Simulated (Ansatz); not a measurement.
Theory: Ansatz 0.2.0, DFT PBE, scalar-relativistic, plane waves, PAW. Settings: cutoff 420 eV, Γ-centred meshes spaced at most about 0.3 Å⁻¹, and about 0.25 Å⁻¹ or finer for metals (2π included), Gaussian smearing. No spin polarisation in the final relaxations.

These are static total energies at zero pressure. All come from trial cells, and lower structures may exist.

Question: Which of these relaxed structures of AlH₅ is the lowest in energy?
1. Space group P-43m (No. 215), cubic, a = 3.446 Å. Al is surrounded by 4 H at 1.69 Å; H on a site of symmetry 3m has 1 H at 1.30 Å and 1 Al at 1.69 Å; around H on a site of symmetry -43m lie 4 H at 1.30 Å (long contacts).
2. Space group Cmmm (No. 65), orthorhombic, a = 3.561 Å, b = 6.757 Å, c = 4.385 Å. Al has 2 H at 1.78 Å and 4 H at 2.05 Å; around H on a site of symmetry m lie 1 H at 0.84 Å, 1 Al at 2.05 Å and 1 H at 2.07 Å; H on a site of symmetry mmm has 2 Al at 1.78 Å.
3. Space group P-1 (No. 2), triclinic, a = 3.513 Å, b = 3.524 Å, c = 7.017 Å, α = 90.0°, β = 90.0°, γ = 90.2°. Al has 6 H at 1.74–1.77 Å; around H on a site of symmetry 1 lie 2 Al at 1.74–1.77 Å; around H on a second site of symmetry 1 lie 2 Al at 1.75–1.77 Å; around H on a third site of symmetry 1 lies 1 H at 0.75 Å; 3 more sites not described.
4. Space group P1 (No. 1), triclinic, a = 4.004 Å, b = 7.122 Å, c = 7.856 Å, α = 88.6°, β = 87.7°, γ = 87.8°. Al on its first site has 3 H at 1.88–1.91 Å; Al on its second site has 4 H at 1.59–1.69 Å; around H on its first site lies 1 H at 0.75 Å; around H on its second site lies 1 H at 0.75 Å; 8 more sites not described.

Answer: 3. It has space group P-1 (No. 2); the next, 4, with space group P1 (No. 1), lies 62 meV/atom higher. Counting H atoms around Al (those within 1.25 times the shortest such distance or 1.15 times the sum of covalent radii; a slash parts the counts of unlike sites), the lowest has Al 6 and the next has Al 3/4. The lowest and the next both hold H–H pairs as short as in free H₂ molecules. Even the lowest lies +0.08 eV/atom against the elements.

No dispersion correction is applied, so the spacing and binding between layers, chains or molecules are poorly described (P1, Cmmm), and this can change margins and order among such cells. With hydrogen, zero-point motion can shift such differences by 10 meV/atom or more. Cells relaxed within their symmetry can be saddle points. The P1 cell of AlH5 came from shaking the Cmmm one. The P-1 cell of AlH5 came from shaking the P-43m one. Some candidate types were left out of the draw beforehand, so a known form may be missing.
